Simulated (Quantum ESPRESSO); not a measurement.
Simulation results for MgAlGaO4 (made-up cell, one site empty)

Computed with Quantum ESPRESSO 7.5. Calculation on a made-up crystal cell, not a measurement, run twice, once with a planted mistake found by running each candidate: periodic Kohn-Sham density functional theory in plane waves with PseudoDojo standard norm-conserving scalar-relativistic pseudopotentials, each functional with its own files (v0.5 for PBE, v0.4.1 for LDA and PBEsol), no spin polarisation, no spin-orbit coupling, atoms not relaxed, stress positive in tension, energies less a fixed whole-eV offset for each atom's element; levels are Kohn-Sham levels at fractions of this cell's reciprocal vectors, counted from the reference band (half the neutral cell's valence electrons, rounded up) at Gamma; error bars cover cutoff and k-mesh only, not smearing or the files; each bar is the largest change over components, and at least 0.002 eV, 0.002 eV per angstrom or 0.02 GPa; a charged cell sits in a uniform background, with energy and stress on this program's zero of potential; energies are for the whole cell, and the offsets were chosen from early runs and are not element reference energies; a distance is the largest change of any value in units of its error bar (the energy's for the smearing term), a scale change is of lengths, and a coarse mesh keeps the half-step shift.

Entry: MgAlGaO4 (made-up cell, one site empty)

Intended structure:
```
MgAlGaO4
1.0
      4.5257     0.0169    -0.0273
      0.0169     4.5684     0.0232
     -0.0273     0.0232     4.5101
Ga Al Mg O
1 1 1 4
Direct
  -0.01176 -0.00265 -0.00318
  0.01732 0.48792 0.51339
  0.47845 0.50376 0.00576
  0.25996 0.25573 0.26826
  0.26107 0.74497 0.74824
  0.74646 0.24332 0.74921
  0.74042 0.73271 0.25712
```

- lattice type: zincblende/diamond
- empty site: 3
- intended functional: pbe
- intended cutoff: 1143 eV
- intended fermi dirac smearing: 0.025 eV
- intended scf tolerance: 1e-07 eV
- intended electrons removed: 0
- healthy free energy less offsets: 2.496 eV
- healthy scf iterations: 12
- healthy smearing term minus ts: 0 eV
- healthy pressure: -12.74 GPa
- healthy stress xx: 12.97 GPa
- healthy stress yy: 13.27 GPa
- healthy stress zz: 11.97 GPa
- healthy stress yz: 2.68 GPa
- healthy stress xz: -2.23 GPa
- healthy stress xy: 1.77 GPa
- healthy reference band: 25
- faulty free energy less offsets: 3.886 eV
- faulty scf iterations: 12
- faulty smearing term minus ts: 0 eV
- faulty pressure: -11.65 GPa
- faulty stress xx: 10.78 GPa
- faulty stress yy: 12.59 GPa
- faulty stress zz: 11.59 GPa
- faulty stress yz: 2.74 GPa
- faulty stress xz: -2.37 GPa
- faulty stress xy: 1.75 GPa
- faulty reference band: 25
- candidate k points along each vector: 1
- candidate cutoff: 718 eV
- candidate smearing: 0.86 eV
- candidate functional: pbesol
- candidate scf tolerance: 0.5 eV
- candidate electrons removed: -1
- candidate scale change: 1.29 percent
- candidate first exchanged site: 1
- candidate second exchanged site: 7
- intended k mesh: 4 x 4 x 4, shifted by half a step
- structure shown: as intended, without the mistake

Atoms:
```tsv
atoms element	atom site	atom energy offset (eV)
Ga	1	-2080
Al	2	-64
Mg	4	-1617
O	5	-452
O	6	-452
O	7	-452
O	8	-452
```

Healthy forces:
```tsv
site	x (eV/Å)	y (eV/Å)	z (eV/Å)
1	0.11	-0.436	0.752
2	-0.898	0.323	-0.633
4	1.515	-0.705	0.313
5	-2.813	0.099	0.048
6	-3.245	-0.196	-0.567
7	2.27	1.164	-0.034
8	3.061	-0.249	0.122
```

Healthy levels:
```tsv
level k point	next band up (eV)
Gamma	2.032
(1/2,1/2,1/2)	4.163
(0.15,0,0)	2.483
(0,0.15,0)	2.491
(0,0,0.15)	2.502
```

Faulty forces:
```tsv
site	x (eV/Å)	y (eV/Å)	z (eV/Å)
1	0.048	-0.446	0.737
2	-0.874	0.313	-0.674
4	1.537	-0.668	0.352
5	-3.117	0.381	-0.129
6	-3.51	-0.368	-0.314
7	2.629	1.156	0.243
8	3.287	-0.369	-0.215
```

Faulty levels:
```tsv
level k point	next band up (eV)
Gamma	1.811
(1/2,1/2,1/2)	3.949
(0.15,0,0)	2.293
(0,0.15,0)	2.299
(0,0,0.15)	2.312
```

Candidate mistake: coarse kmesh, low cutoff, wide smearing, wrong functional, loose scf, wrong charge, cell scaled, atoms exchanged

Q: Estimate the fault kind of MgAlGaO4 (made-up cell, one site empty).
A: coarse kmesh

Further results for MgAlGaO4 (made-up cell, one site empty):

* other mistakes compared: 7
* distance from healthy: 695.2 error bars
* distance from nearest other mistake: 533.3 error bars
* healthy error bar energy: 0.002 eV
* healthy error bar stress: 0.02952 GPa
* healthy error bar force: 0.006062 eV/Å
* healthy error bar next band up: 0.002 eV
